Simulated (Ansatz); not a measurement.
Relaxed-ion elastic tensor of NaBi (L1₀ or tetragonal B2, P4/mmm) in GPa (Voigt order), DFT-PBEsol in the program Ansatz with PAW potentials; density 6.94 g/cm³, 27.74 Å³ per atom.

```csv
,1,2,3,4,5,6
1,78.9,18.1,14.3,0.0,0.0,0.0
2,18.1,78.9,14.3,0.0,0.0,0.0
3,14.3,14.3,51.1,0.0,0.0,0.0
4,0.0,0.0,0.0,11.7,0.0,0.0
5,0.0,0.0,0.0,0.0,11.7,0.0
6,0.0,0.0,0.0,0.0,0.0,8.5
```

Question: Is the crystal mechanically stable?

Answer: Yes: the smallest eigenvalue of C is 8.5 GPa.

Question: Work out the Voigt, Reuss and Hill averages.

Answer: K_V = 33.6, K_R = 32.0, K_H = 32.8; G_V = 17.2, G_R = 13.7, G_H = 15.4 GPa.

Question: Give Young's modulus, Poisson's ratio, Pugh's ratio and the universal anisotropy index.

Answer: E = 9KG/(3K + G) = 40.0 GPa; ν = 0.30; K/G = 2.13 (ductile by the Pugh limit of 1.75); A_U = 5G_V/G_R + K_V/K_R − 6 = 1.34.

Question: Estimate the sound speeds and the Debye temperature.

Answer: v_l = √((K + 4G/3)/ρ) = 2770 m/s, v_t = √(G/ρ) = 1490 m/s, mean 1660 m/s; Θ = (h/k)(3n/4πV)^(1/3) v_m = 164 K.

Question: Solve the Christoffel equation for the three sound speeds along x, y, z.

Answer: Eigenvalues of C_ijkl n_j n_l equal ρv². In km/s, slowest first: x 1.11, 1.30, 3.37; y 1.11, 1.30, 3.37; z 1.30, 1.30, 2.71.

Question: How much does each axis shrink under pressure?

Answer: Linear compressibilities β_i = Σ_j S_ij (j = 1 to 3): x 8.1, y 8.1, z 15 per TPa.

The workflow started from a Materials Project entry (that database holds measured and hypothetical structures alike); the Crystallography Open Database copy checked does not list it. With Na and Bi taken as one species the cell has the higher symmetry Fm-3m, so it may be an ordered model of a mixed-site phase. Whether it is the stable phase at ambient conditions was not checked. Symmetry was held in the PBEsol relaxation; of distortions, only those at the zone centre were tested. As this level gives no gap, shear constants depend on the k-mesh and smearing (Fermi–Dirac, 0.1 eV here). On the denser mesh and wider smearing of the elastic run this cell carries a stress of 0.4 GPa. Scalar-relativistic: spin–orbit coupling is off unless named, which matters more the heavier the elements.

Potentials: the later of the program's two PAW sets.
